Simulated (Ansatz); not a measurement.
Relaxed K (bcc, W type):

```
CELL_PARAMETERS angstrom
     -5.27949     5.27949     5.27949
      0.00000     0.00000     5.27949
      0.00000     5.27949     0.00000
ATOMIC_POSITIONS crystal
  K  0.00000 0.00000 0.00000
  K  0.50000 0.00000 0.00000
```

A phonon eigenvector at H = (0.5, 0.5, 0.5) is frozen into this cell: atom i moves by Q times the vector below, so Q is the largest atomic displacement, in Å. The cell is held. It is one choice among 3 degenerate patterns. (q is in reciprocal vectors of the primitive cell; the cell shown is doubled to hold the pattern.)

```csv
atom,x,y,z
K1,0.000,0.000,-1.000
K2,0.000,0.000,1.000
```

The numbers are results of PBE (plane waves to 420 eV, PAW, scalar-relativistic; Ansatz, an electronic-structure program), not measurements. k mesh 13×13×13 (Γ-centred), Fermi-Dirac smearing 0.05 eV. The energy includes the smearing's −TS. With partly filled bands, energies and forces of such displacements shift with the k mesh and the smearing. K was relaxed with its symmetry unable to fall. The PAW data are Ansatz's earlier set. ΔE is measured from the undisplaced structure. The last digit holds for this mesh only.

```tsv
Q (Å)	ΔE (meV/cell)
-0.2800	withheld
-0.2333	40.65
-0.1867	26.22
-0.1400	14.84
-0.0933	6.62
-0.0467	1.66
0.0000	0.00
0.0467	1.66
0.0933	6.62
0.1400	14.84
0.1867	26.22
0.2333	40.65
0.2800	withheld
```

Problem. Fit an even polynomial form (powers 2, 4) to the given rows and predict ΔE at Q = 0.2800.

Solution. Least squares on the 11 given rows: ΔE = (762.5)·Q² + (-288.5)·Q⁴, in meV/cell with Q in Å; root-mean-square residual 0.005 meV/cell. At 0.2800 the fit gives 58.01 meV/cell; the calculation gives 57.96 meV/cell, so the extrapolation is off by 0.05 (+0.1 %). The quadratic term alone would give 59.78 meV/cell.

(For displaced atoms, the force is minus the slope of the energy, and its curvature is a force constant, which sets phonon frequencies.)
